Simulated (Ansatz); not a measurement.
An Ansatz (a quantum-chemistry and plane-wave program) input:

Ansatz 0.2 input:
```yaml
crystal:
  lattice:
    - [0.0, 2.669410704, 2.669410704]
    - [2.669410704, 0.0, 2.669410704]
    - [2.669410704, 2.669410704, 0.0]
  atoms:
    - { symbol: Ag, position: [0.0, 0.0, 0.0] }
    - { symbol: W, position: [0.5, 0.5, 0.5] }
kpoints:
  mp_grid: { grid: [10, 10, 10] }
  band_path:
    path:
      - [[0.0, 0.0, 0.0], [0.5, 0.0, 0.5], [0.625, 0.25, 0.625]]  # Γ-X-U
      - [[0.375, 0.375, 0.75], [0.0, 0.0, 0.0], [0.5, 0.5, 0.5], [0.5, 0.25, 0.75], [0.5, 0.0, 0.5]]  # K-Γ-L-W-X
    npoints: 12
basis: { xc_grid: 2 }
hamiltonian:
  xc: pbe
  pseudopotentials: { azcp: { folder: ./paw }, kind: paw_fr }
magnetization: { noncollinear: true, spin_orbit: true }
scf:
  n_extra_bands: 13
  convergence: { dr2_threshold: 0.0000000001 }
  occupations: { method: gaussian, width: 0.05 }
output: { eigenvalues: true }
```

Q: How many symmetry operations and irreducible k-points will the run report?

A: 48 operations, 47 of 1000 k-points.

Q: With a cutoff of 420 eV, how many plane waves at Γ?

A: 725.

It took around 40 core-seconds (rough) on shared server cores.

Space group Fm-3m (rock salt). The start of the workflow was typed in or built on a structure type; neither database checked (COD, Materials Project) lists it. Its standing as an ambient phase is unchecked. The PBE relaxation kept the symmetry of its start; whether a distortion lowers the energy is not shown. The run is not spin-polarised. The volume moved by 16 % from the start of the relaxation. Its formation energy is positive at this level, so the cell may be metastable or incomplete.

Potentials: the earlier of the program's two PAW sets.

Ansatz is a plane-wave DFT program.
